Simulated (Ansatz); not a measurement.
Relaxed-ion elastic tensor of Ga (hcp (Mg type), P6_3/mmc) in GPa (Voigt order), DFT-r²SCAN in the program Ansatz with PAW potentials; density 6.45 g/cm³, 17.95 Å³ per atom.

```
57.2  62.1  52.2   0.0   0.0   0.0
62.1  57.2  52.2   0.0   0.0   0.0
52.2  52.2  71.6   0.0   0.0   0.0
 0.0   0.0   0.0  -8.4   0.0   0.0
 0.0   0.0   0.0   0.0  -8.4   0.0
 0.0   0.0   0.0   0.0   0.0  -2.5
```

**Question.** Is the crystal mechanically stable?

**Answer.** No: the smallest eigenvalue of C is -8.4 GPa.

The start of the workflow was typed in or built on a structure type; neither database checked (COD, Materials Project) lists it. It is not the phase usual at ambient conditions (space group No. 64). The r²SCAN relaxation kept the symmetry of its start. At this level the phase is mechanically unstable. As this level gives no gap, shear constants depend on the k-mesh and smearing (Fermi–Dirac, 0.1 eV here). On the denser mesh and wider smearing of the elastic run this cell carries a stress of 0.5 GPa.

Potentials: the earlier of the program's two PAW sets.
